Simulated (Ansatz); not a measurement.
Space group I4/mmm (No. 139). a = 4.883 Å, b = 4.883 Å, c = 15.438 Å, α = 90.00°, β = 90.00°, γ = 90.00°
```
atom site symmetry x y z
  Ba    4e       4mm  0.5000  0.5000  0.1409
  Zr    2a     4/mmm  0.0000  0.0000  0.0000
   S    4c mmm.  0.0000  0.5000  0.0000
   S    4e       4mm  0.5000  0.5000  0.3354
```

Equation of state of this Ba2ZrS4 structure (not necessarily the ground state), with shape and atoms relaxed at each volume where symmetry leaves them free. Level of theory: DFT LDA, scalar-relativistic, plane waves, PAW in Ansatz.

Settings: cutoff 420 eV, Γ-centred mesh 10×10×10 on the computed 7-atom cell, Gaussian smearing of 0.02 eV; no spin polarisation.

| V (Å³/atom) | E − E(largest V) (meV/atom) | P (GPa) | gap on mesh (eV) |
| --- | --- | --- | --- |
| 24.717 | 4.08 | 4.70 | 0.27 |
| 25.506 | -12.62 | 2.15 | 0.33 |
| 26.295 | -17.75 | -0.01 | 0.39 |
| 27.084 | -13.04 | -1.85 | 0.44 |
| 27.873 | 0.00 | -3.40 | 0.48 |

Q: Fit a third-order Birch–Murnaghan equation to E(V).

A: V0 = 26.29 Å³/atom, B0 = 66 GPa, B0' = 4.5.

Spin-orbit coupling is left out, which matters for the bands of heavy elements.

Cost: 5 runs of about 13 core-minutes in all, on Intel Xeon Platinum 8375C (Ice Lake) (shared hosts).